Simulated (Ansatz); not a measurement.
An Ansatz (a program for electronic structure) run. Input:

Ansatz 0.2 input:
```yaml
crystal:
  lattice:
    - [3.8756619266, 0.0, 0.0]
    - [0.0, 3.8756619266, 0.0]
    - [0.0, 0.0, 3.8756619266]
  atoms:
    - { symbol: Na, position: [0.0, 0.0, 0.0] }
    - { symbol: W, position: [0.5, 0.5, 0.5] }
    - { symbol: O, position: [0.5, 0.5, 0.0] }
    - { symbol: O, position: [0.0, 0.5, 0.5] }
    - { symbol: O, position: [0.5, 0.0, 0.5] }
kpoints:
  mp_grid: { grid: [11, 11, 11] }
hamiltonian:
  xc: r2scan
  pseudopotentials: { kind: paw }
scf:
  occupations: { method: gaussian, width: 0.05 }
checkpoint: { read: metal.run }
output: { bader: true, populations: true }
```

Output (shortened):

```
Pseudopotential: Na, paw, valence charge 9
Pseudopotential: W, paw, valence charge 14
Pseudopotential: O, paw, valence charge 6
Functional definition: r2SCAN
Crystal: 5 atoms, lattice volume = 58.215 Å³
Basis set: ecut = 500 eV, 1419 PW (Γ), exchange–correlation on 120×120×120 points (64 copies of the dense FFT grid, shifted against one another)
Bands: 31, of which v1, the nominal top of the filled ones, is band 21 counted from 1 (20 counted from 0)
Symmetry: 48 space group operations
Space group: Pm-3m (ITA 221), of the structure as read, at distance tolerance 3.9e-5 Å
k-points: 56 of 1331
Stability of the state it starts from, as read at its close in the unpolarized treatment …
iter 1 solved again at ethr=3.57e-9 eV; its pass at ethr=3.10e-3 eV (dr2=1.47e-6 eV) is discarded
SCF iter   1: F=—  HF=-13595.325898 eV  |F-HF|=—  |Δ(HF+E_count)|=         —  Δρ=3.25e-7  dr2=2.91e-11  dr2_τ=5.02e-12  ethr=3.57e-9  ⟨swp⟩=3.5  Hψ=13044  notcnv=0
preconditioner: auto → LDOS
SCF iter   2: F=-13595.325898 eV  HF=-13595.325898 eV  |F-HF|=1.82e-12  |Δ(HF+E_count)|=  9.70e-10  Δρ=1.35e-7  dr2=3.47e-12  dr2_τ=1.54e-12  ethr=1.00e-12  ⟨swp⟩=5.8  Hψ=5543  notcnv=0
SCF 1 converged in 2 iterations: F = -13595.325898 eV  dr2 = 3.47e-12
SCF converged after 2 iterations
Free energy (F): -13595.325898 eV
Harris-Foulkes:  -13595.325898 eV  (|F-HF|=1.82e-12)
Internal energy: -13595.324078 eV  (E = F + TS)
E sigma→0 (E₀):  -13595.324988 eV
Entropy (-TS):   -0.001820 eV (-0.364 meV/atom)
Fermi energy:    10.997794 eV
--- Per-component energies (eV) ---
  E_band       = -454.846367
  E_kinetic    = 1101.564367
  E_local      = -3132.047024  (includes V_loc(G=0)·N_el)
  E_nonlocal   = 257.152055
  E_hartree    = 1103.915465
  E_xc         = -505.848719
  E_vxc        = -631.846906  (∫ρ·V_xc dr)
  E_paw        = -9340.475531  (= ΣΔE_a)
  E_vpaw       = -296.298344  (= ΣTr[D̂ρ^β])
  E_aug_tail   = 0.003367  (compensation charges beyond the density's cutoff)
  E_vtau       = 38.795155  (kinetic-family band-sum trace: ∫τ·v_τ [+ j·A + Jᵃ·Aᵃ] dr)
  E_ewald      = -3078.878019
  E_core_change = -0.710039  (= ΣΔE_core)
  E_smearing   = -0.001820  (= −TS)
  E_closure    = 0.000000  (closes the sum)
  Σ components = -13595.325898   (vs F -13595.325898, Δ=0.00e0)
  [band-id]    e_kinetic+e_local+e_nonlocal+2·e_hartree+e_vxc+e_vpaw+e_augmentation_tail+e_vtau = -454.846401   (vs E_band -454.846367, Δ=-3.33e-5)
--- Band table (eV; the first three rows and the last of 56) ---
  k-point 0: bands = ["-67.1434", "-44.0561", "-30.7524", "-30.7524", "-30.7524", "-14.4693", "-14.4693", "-14.4693", "-11.1822", "-10.3106", "-10.3106", "4.8600", "4.8600", "4.8600", "6.7202", "6.7202", "6.7202", "7.0417", "7.0417", "7.0417", "9.6938", …
  k-point 1: bands = ["-67.1434", "-44.0561", "-30.7587", "-30.7521", "-30.7521", "-14.4724", "-14.4692", "-14.4692", "-11.1387", "-10.3088", "-10.2613", "4.6652", "4.8554", "4.8554", "6.5535", "6.5535", "6.6882", "6.7151", "6.9904", "6.9904", "9.7002", …
  k-point 2: bands = ["-67.1433", "-44.0560", "-30.7757", "-30.7514", "-30.7514", "-14.4806", "-14.4689", "-14.4689", "-11.0368", "-10.3039", "-10.1048", "4.0426", "4.8393", "4.8393", "6.1127", "6.1447", "6.1447", "6.6038", "6.9596", "6.9596", "9.7174", …
  k-point 55: bands = ["-67.1426", "-44.0551", "-30.8226", "-30.8225", "-30.8225", "-14.4816", "-14.4813", "-14.4813", "-9.3039", "-9.2820", "-9.2820", "1.6856", "1.6856", "1.8762", "2.7927", "2.8074", "2.8074", "7.8684", "7.8684", "7.8871", "14.1057", …
--- Löwdin populations: 5 sites ---
  site symbol       q [e]
     0     Na      8.2230
     1      W     12.3921
     2      O      6.7416
     3      O      6.7416
     4      O      6.7416
  spilling = 0.003906 (of n_electrons = 41.000000)
--- Bader charges: 5 sites ---
  site symbol  charge [e]  shift [e]
     0     Na      0.9079     0.0001
     1      W      2.8399     0.0046
     2      O     -1.2492     0.0015
     3      O     -1.2492     0.0015
     4      O     -1.2492     0.0015
  shift: an alarm, by how much a part of what the PAW files miss would move the charge. Where it is large, compare
  with a run on PAW files of another source; a small one proves nothing
  estimated error of the sums over rays = 5.1e-4 e
```

Cost: around 50 core-seconds (rough) on shared cores.

The workflow started from an entry of the Crystallography Open Database (COD). Its standing as an ambient phase is unchecked. Symmetry was held in the r²SCAN relaxation; of distortions, only those at the zone centre were tested. The run is not spin-polarised. No Hubbard U is applied. With an odd number of electrons in the cell and no spin polarisation, the count alone makes it a metal. Spin–orbit coupling is left out wherever it is not named.

Potentials: the later of the program's two PAW sets.

Ansatz is a plane-wave DFT program.
